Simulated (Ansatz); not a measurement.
LiTaO₃ in space group P4/mbm (No. 127; Li on 2c, Ta on 2a, O on 2b, O on 4g) at seven volumes, LDA in the plane-wave PAW code Ansatz, shape and atoms relaxed at each. One row is withheld.

| V (Å³/atom) | P (GPa) |
|---|---|
| 10.004 | 20.09 |
| 10.333 | 12.11 |
| 10.663 | 5.46 |
| 10.993 | -0.02 |
| 11.323 | ? |
| 11.653 | -8.31 |
| 11.982 | -11.40 |

Q: Fit the shown pressures and predict the withheld one.

A: P = (3/2)B₀(x^(7/2) − x^(5/2))[1 + (3/4)(B′ − 4)(x − 1)] with x = (V₀/V)^(2/3). Least squares on the six rows gives V₀ = 10.992 Å³/atom, B₀ = 166 GPa, B′ = 5.31. At V = 11.323, x = 0.9804 and P = -4.55 GPa. The run itself gave -4.57 GPa.

The workflow started from a Materials Project entry (that database holds measured and hypothetical structures alike); the Crystallography Open Database copy checked does not list it. It is not the phase usual at ambient conditions (space group No. 161). Symmetry was held in the LDA relaxation. At this level the phase is dynamically unstable (imaginary phonons). The run is not spin-polarised. Spin–orbit coupling is left out wherever it is not named.

Potentials: the later of the program's two PAW sets.
